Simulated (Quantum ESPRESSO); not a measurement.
# Strain and stress in AlSi2PC4

The results below are calculated, not measured. They come from pw.x of Quantum ESPRESSO 7.5, a plane-wave density functional program, with PseudoDojo standard norm-conserving files (v0.5 for PBE, v0.4.1 for LDA and PBEsol). The cells are made up: elements, strain and atom displacements were drawn at random, and nothing was relaxed. There is no spin polarisation, spin-orbit coupling or dispersion term.

The cell has 8 sites of a zincblende or diamond lattice. Sites 1 to 4 hold Al Si P Si; sites 5 to 8 hold C C C C. Cell vectors in Å: (4.349, 0.002, 0.043); (0.002, 4.431, -0.008); (0.043, -0.008, 4.457). Settings: PBE, cutoff 1116 eV, 4 x 4 x 4 k mesh shifted by half a step, Fermi-Dirac smearing of 0.025 eV.

Each run adds the same linear strain along x, y and z to one cell, with the atoms carried along; the vectors above are those of run 4. Stress is positive in tension and P is minus a third of its trace. E is the free energy for each atom above the lowest run shown.

| run | strain (%) | s_xx (GPa) | s_yy (GPa) | s_zz (GPa) | s_xy (GPa) | P (GPa) | E (meV/atom) |
| --- | --- | --- | --- | --- | --- | --- | --- |
| 1 | -1.52 | -15.71 | -8.87 | -8.48 | 0.38 | 11.02 | 16.62 |
| 2 | -0.67 | -9.90 | -3.03 | -2.68 | 0.21 | 5.20 | 2.99 |
| 3 | -0.28 | -7.44 | -0.56 | -0.23 | 0.14 | 2.74 | 0.00 |
| 5 | 0.77 | -1.36 | 5.50 | 5.80 | -0.04 | -3.31 | 0.60 |
| 6 | 1.80 | 3.85 | 10.67 | 10.94 | -0.19 | -8.48 | 13.14 |
| 7 | 2.12 | 5.33 | 12.13 | 12.39 | -0.23 | -9.95 | 19.26 |
| 4 | 0.08 | ? | ? | ? | ? | ? | ? |

A rerun of one of these cells at 1347 eV and k mesh 6 x 6 x 6 moved values by no more than 0.007 eV in the cell's energy, 0.06 GPa in stress and 0.004 eV/Å in force.

## Worked fit

A parabola through the six runs shown gives P = 1.05 - 5.98 e + 0.377 e² GPa, with e in per cent and a scatter of 0.03 GPa. A linear strain of 1 % changes the volume by about 3 %, so the bulk modulus of this cell with clamped atoms is about 199 ± 2 GPa at e = 0. The error is the larger of the fit's own and the change that a cubic makes, rounded up.

## Withheld run

Question: what P should run 4 give?

The fit gives 0.57 GPa. The calculation gave 0.57 GPa.

| run | strain (%) | s_xx (GPa) | s_yy (GPa) | s_zz (GPa) | s_xy (GPa) | P (GPa) | E (meV/atom) |
| --- | --- | --- | --- | --- | --- | --- | --- |
| 4 | 0.08 | -5.26 | 1.61 | 1.93 | 0.07 | 0.57 | -1.29 |